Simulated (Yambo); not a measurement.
Yambo run on KI (rock salt, space group Fm-3m, No. 225) under isotropic strain of -0.7 % on all lattice vectors. The wavefunctions come from this Quantum ESPRESSO step (PBEsol, PseudoDojo standard norm-conserving files, scalar-relativistic):

```
&CONTROL
  calculation = 'nscf'
  pseudo_dir = './pseudo'
  outdir = './out'
/
&SYSTEM
  ibrav = 0
  nat = 2
  ntyp = 2
  ecutwfc = 74.0
  ecutrho = 296.0
  occupations = 'fixed'
  force_symmorphic = .true.
  nbnd = 195
/
&ELECTRONS
  conv_thr = 2e-09
  diago_full_acc = .true.
  diago_thr_init = 1e-08
/
ATOMIC_SPECIES
K 39.0983 K.upf
I 126.9045 I.upf
CELL_PARAMETERS angstrom
  0.000000000000   3.477524863472   3.477524863472
  3.477524863472   0.000000000000   3.477524863472
  3.477524863472   3.477524863472   0.000000000000
ATOMIC_POSITIONS crystal
K   0.000000000000   0.000000000000   0.000000000000
I   0.500000000000   0.500000000000   0.500000000000
K_POINTS automatic
4 4 4 0 0 0
```

Yambo input:

```
rim_cut
gw0
dyson
el_el_corr
HF_and_locXC
ppa
em1d
RandQpts= 1000000
RandGvec= 1 Ry
EXXRLvcs= 74 Ry
VXCRLvcs= 296 Ry
Chimod= "HARTREE"
% BndsRnXp
 1 | 193 |
%
NGsBlkXp= 10 Ry
% LongDrXp
 1.0 | 1.0 | 1.0 |
%
PPAPntXp= 27.2114 eV
% GbndRnge
 1 | 193 |
%
GTermKind= "BG"
DysSolver= "n"
ExtendOut
% QPkrange
 1 | 1 | 8 | 9 |
 3 | 3 | 8 | 9 |
 8 | 8 | 8 | 9 |
%
```

k points by index: 1 = Γ, 3 = L, 8 = W.

Table of the .qp output:

```
#    K-point    Band    Eo [eV]    E [eV]    E-Eo [eV]    Vxc [eV]    Vnlxc [eV]    Sc|Eo [eV]    Sc|E [eV]    dSc/dw|Eo [eV]    Re(Z)    Im(Z)
#
    1    8    0.000000    -1.716858    -1.716858    -11.14515    -14.24424    0.996624    1.382237    -6.111360    0.816598    -0.001426
    1    9    3.918140    4.476462    0.558322    -6.787376    -3.110109    -3.025944    -3.118946    -4.531818    0.857234    -0.001126
    3    8    -0.385004    -2.120368    -1.735364    -10.77235    -13.96826    1.068160    1.460546    -6.152358    0.815595    -0.001470
    3    9    5.429960    5.972830    0.542870    -6.619602    -2.988466    -2.995836    -3.088267    -4.632081    0.854534    -0.001157
    8    8    -0.670529    -2.440528    -1.769999    -10.47888    -13.76244    1.112013    1.513564    -6.172836    0.815094    -0.001544
    8    9    6.385639    7.181855    0.796216    -7.574201    -3.428853    -3.206482    -3.349131    -4.874380    0.848081    -0.001216
```
(The two width columns are left out.) Convergence of these settings isn't established.

Spin-orbit coupling is not included.

Geometry strained from the cell relaxed with PBEsol, atoms relaxed again.
